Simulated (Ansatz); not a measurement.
Method: Ansatz 0.2.0, DFT PBE, scalar-relativistic, plane waves, PAW. Settings of the last relaxation (3-atom cell): 420 eV, 18×18×8 k points, Gaussian smearing of 0.10 eV, no spin polarisation.

Formation energies are uncorrected and count from the elements' standard states at the same level.

Q: Give a relaxed trial structure of a trigonal metal that holds Bi and 1 more element, with a formation energy near −0.29 eV/atom and a density near 10.79 g/cm³, in a cell of 3 atoms.

A: Bi₂O, space group P-3m1 (No. 164). Bi has 3 O at 2.63 Å; O has 6 Bi at 2.63 Å.

```cif
data_structure
_symmetry_space_group_name_H-M 'P 1'
_symmetry_Int_Tables_number 1
_cell_length_a 3.5207
_cell_length_b 3.5207
_cell_length_c 6.2193
_cell_angle_alpha 90.000
_cell_angle_beta 90.000
_cell_angle_gamma 120.000
_cell_volume 66.76
loop_
_atom_site_label
_atom_site_type_symbol
_atom_site_fract_x
_atom_site_fract_y
_atom_site_fract_z
_atom_site_occupancy
Bi1 Bi 0.33333 0.66667 0.26899 1
Bi2 Bi 0.66667 0.33333 0.73101 1
O1 O 0.00000 0.00000 0.00000 1
```

The volume per atom is 22.25 Å³. The density is 10.79 g/cm³ and the formation energy is −0.29 eV/atom. The gap on the 18×18×8 mesh of the 3-atom cell is 0 eV (a metal).

It was reached by relaxing an invented guess, and it needn't be the stable form of this composition. Other answers may fit too; this one was computed.

These runs have no spin–orbit coupling, which can matter for Bi. Symmetry constrained the relaxation, so the result can be a saddle point. Another cell of Bi2O relaxed alike, in Pc, lies 93 meV/atom lower, so this cell isn't the stable form at this level.
